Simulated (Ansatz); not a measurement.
SnGe:
```
CELL_PARAMETERS angstrom
      4.00736     0.00000     0.00000
     -2.00368     3.47048     0.00000
      0.00000     0.00000     3.62600
ATOMIC_POSITIONS crystal
  Sn 0.00000 0.00000 0.00000
  Ge 0.66667 0.33333 0.50000
```

Relaxed with PBE. Special points in fractions of this cell's reciprocal vectors: Γ (0.000, 0.000, 0.000); M (0.500, 0.000, 0.000); K (0.333, 0.333, 0.000); A (0.000, 0.000, 0.500); L (0.500, 0.000, 0.500); H (0.333, 0.333, 0.500).

### Question
List the band energies nearest the Fermi level at these points for DFT-PBE with spin–orbit coupling in the program Ansatz with PAW potentials.

### Answer
In eV from the Fermi level; about four levels below and three above (degenerate sets whole), none deeper than 8.9 eV; points with the same levels are listed once.

```csv
k,below,above
Γ,-0.51 -0.51 -0.01 -0.01,0.16 0.16 3.42 3.42
M,-1.84 -1.84 -0.04 -0.04,1.69 1.69 4.14 4.14
K,-7.82 -7.80 -4.21 -4.12,2.32 2.34 3.27
A,-8.25 -8.25,1.90 1.90 2.10 2.10
L,-3.89 -3.89 -3.77 -3.77,0.96 0.96 1.62 1.62
H,-1.17 -1.11 -1.09 -0.85,7.18 7.34 8.01
```

Space group P-6m2. The cell is a constructed one: a structure type filled with these elements; neither database checked (COD, Materials Project) lists it. Its standing as an ambient phase is unchecked. The PBE relaxation kept the symmetry of its start; whether a distortion lowers the energy is not shown.

Potentials: the earlier of the program's two PAW sets.
